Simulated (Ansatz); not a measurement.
A trial structure of Si₃O₂ was built thus: random cell by space group and Wyckoff sites (P-4m2, No. 115). Lengths were set from tabulated atomic sizes, so they are only a guess.

```cif
data_structure
_symmetry_space_group_name_H-M 'P 1'
_symmetry_Int_Tables_number 1
_cell_length_a 4.3536
_cell_length_b 4.3536
_cell_length_c 3.6017
_cell_angle_alpha 90.000
_cell_angle_beta 90.000
_cell_angle_gamma 90.000
_cell_volume 68.27
loop_
_atom_site_label
_atom_site_type_symbol
_atom_site_fract_x
_atom_site_fract_y
_atom_site_fract_z
_atom_site_occupancy
Si1 Si 0.00000 0.00000 0.77843 1
Si2 Si 0.00000 0.00000 0.22157 1
Si3 Si 0.50000 0.50000 0.50000 1
O1 O 0.00000 0.50000 0.04660 1
O2 O 0.50000 0.00000 0.95340 1
```

Method: DFT PBE, scalar-relativistic, plane waves, PAW (Ansatz). Cutoff 420 eV, Gaussian smearing, Γ-centred meshes. Cell and atoms relax first on a coarse mesh and then on a finer one. In between, the cell is made exact in the group found at 0.06 Å. In metals the finer mesh still leaves noise of several meV/atom or more. The steps can't lower the symmetry of their start. No spin polarisation in the relaxation; trial moments died out in a coarse test.

A guess keeps its type if space group and coordination stay and the shape of the cell changes little (axis ratios within about 15 %, angles within 6°); the volume may change.

Question: Does this structure survive the relaxation?

Answer: It doesn't keep its type. The symmetry stays P-4m2 (No. 115). The volume per atom grows by 7.9 %, from 13.7 to 14.7 Å³. The shortest distance goes from 1.60 Å (Si–Si) to 1.72 Å (Si–O). The ratio c/a of the conventional cell changes by a factor of 2.18. Counting neighbours within 15 % of an atom's shortest distance, the start has O 4, Si 1/8 and the end O 2, Si 2/4. In detail, at the end Si on a site of symmetry 2mm has 2 O at 1.72 Å and 1 Si at 2.49 Å; around Si on a site of symmetry -4m2 lie 4 O at 2.50 Å (long against covalent radii, as for large ions); O has 2 Si at 1.72 Å and 2 Si at 2.50 Å.

```cif
data_structure
_symmetry_space_group_name_H-M 'P-4m2'
_symmetry_Int_Tables_number 115
_cell_length_a 3.4431
_cell_length_b 3.4431
_cell_length_c 6.2107
_cell_angle_alpha 90.000
_cell_angle_beta 90.000
_cell_angle_gamma 90.000
_cell_volume 73.63
loop_
_atom_site_label
_atom_site_type_symbol
_atom_site_symmetry_multiplicity
_atom_site_Wyckoff_symbol
_atom_site_fract_x
_atom_site_fract_y
_atom_site_fract_z
_atom_site_occupancy
Si1 Si 2 e 0.00000 0.00000 0.79978 1
Si2 Si 1 c 0.50000 0.50000 0.50000 1
O1 O 2 g 0.00000 0.50000 0.20892 1
```

Formation energies are uncorrected and refer to the elements' standard structures at the same level (O₂ as a molecule).

Question: At what energy does it end?

Answer: −0.30 eV/atom.

The last run used a 10×10×8 mesh (in the run's order of axes) for its 5-atom cell and Gaussian smearing of 0.10 eV. Symmetry constrained the relaxation, so the result can be a saddle point. Another cell of Si3O2 relaxed alike, in P4mm, lies 0.56 eV/atom lower, so this cell isn't the stable form at this level.

In counts of neighbours, a slash parts the counts of unlike sites.
